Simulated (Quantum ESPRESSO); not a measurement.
pw.x input (Quantum ESPRESSO 7.5; PBEsol, PseudoDojo standard norm-conserving files, fully relativistic):

```
&CONTROL
  calculation = 'scf'
  pseudo_dir = './pseudo'
  outdir = './out'
  tprnfor = .true.
  tstress = .true.
/
&SYSTEM
  ibrav = 0
  nat = 2
  ntyp = 2
  ecutwfc = 56.0
  ecutrho = 224.0
  occupations = 'smearing'
  smearing = 'fd'
  degauss = 0.002
  nbnd = 24
  noncolin = .true.
  lspinorb = .true.
/
&ELECTRONS
  conv_thr = 2e-10
/
ATOMIC_SPECIES
S 32.0600 S.upf
Pb 207.2000 Pb.upf
CELL_PARAMETERS angstrom
  2.112660117000   1.219744887000   3.451917000000
 -2.112660117000   1.219744887000   3.451917000000
  0.000000000000  -2.439489775000   3.451917000000
ATOMIC_POSITIONS crystal
S   0.524963000000   0.524963000000   0.524963000000
Pb   0.019430000000   0.019430000000   0.019430000000
K_POINTS automatic
8 8 8 0 0 0
```

End of the output:

```

[...]
     the Fermi energy is     8.1254 ev
!    total energy              =    -162.34813980 Ry
     estimated scf accuracy    <          9.8E-11 Ry
     smearing contrib. (-TS)   =      -0.00001530 Ry
     internal energy E=F+TS    =    -162.34812450 Ry
     The total energy is F=E-TS. E is the sum of the following terms:
     one-electron contribution =     -37.10136699 Ry
     hartree contribution      =      30.77493127 Ry
     xc contribution           =     -45.64350340 Ry
     ewald contribution        =    -110.37818538 Ry
     convergence has been achieved in  10 iterations
     Forces acting on atoms (cartesian axes, Ry/au):
     atom    1 type  1   force =     0.00000000    0.00000000    0.00026676
     atom    2 type  2   force =     0.00000000    0.00000000   -0.00026676
     Total force =     0.000377     Total SCF correction =     0.000013
     Computing stress (Cartesian axis) and pressure
          total   stress  (Ry/bohr**3)                   (kbar)     P=      -23.50
  -0.00016028   0.00000000   0.00000000          -23.58        0.00        0.00
   0.00000000  -0.00016028  -0.00000000            0.00      -23.58       -0.00
   0.00000000  -0.00000000  -0.00015866            0.00       -0.00      -23.34
```
In a gapped system the printed Fermi energy is only some level inside the gap.

Geometry of the Materials Project entry, not relaxed at this level.
